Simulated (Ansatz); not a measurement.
YS, DFT, LDA, all-electron PAW with datasets made for the crystal, scalar-relativistic (Ansatz 0.2.0), run on 1 thread of Intel(R) Xeon(R) Platinum 8488C (Sapphire Rapids) on a shared host.

The cell comes from COD entry 1539528, which wasn't checked; take it as a given geometry. The listed cell was then made from it by scaling, straining or moving an atom.

Command: `ansatz run input.yaml --threads 1 --pin off --max-ram 3072MiB --backend cpu --events-out ev --progress --plain --runs-dir out`

```yaml
crystal:
  lattice:
    - [0.0, 2.74365, 2.7162135]
    - [2.74365, 0.0, 2.7162135]
    - [2.74365, 2.74365, 0.0]
  atoms:
    - { symbol: "Y", position: [0.5, 0.5, 0.5] }
    - { symbol: S, position: [0.0, 0.0, 0.0] }
kpoints:
  mp_grid: { grid: [8, 8, 8] }
scf:
  occupations: { method: fermi_dirac, width: 0.01 }
hamiltonian:
  xc: lda
  pseudopotentials: { kind: all_electron, datasets: crystal }
output:
  forces: true
  stress: true
  eigenvalues: true
  efg: { contact_densities: true }
```

Problem. How large is the problem that the program sets up?

Solution. 59 irreducible k-points, 331 plane waves at Γ, 15 bands.

Problem. Estimate the wall time and the peak memory.

Solution. 8.5 s of wall time for 8 SCF iterations, with a peak of 0.46 GiB. Times on shared machines scatter by tens of per cent.

Problem. And the same cell and mesh by frozen-core PAW, asked for forces, stress, eigenvalues, efg, on the same hardware?

Solution. 3.6 s, peak memory 0.41 GiB.
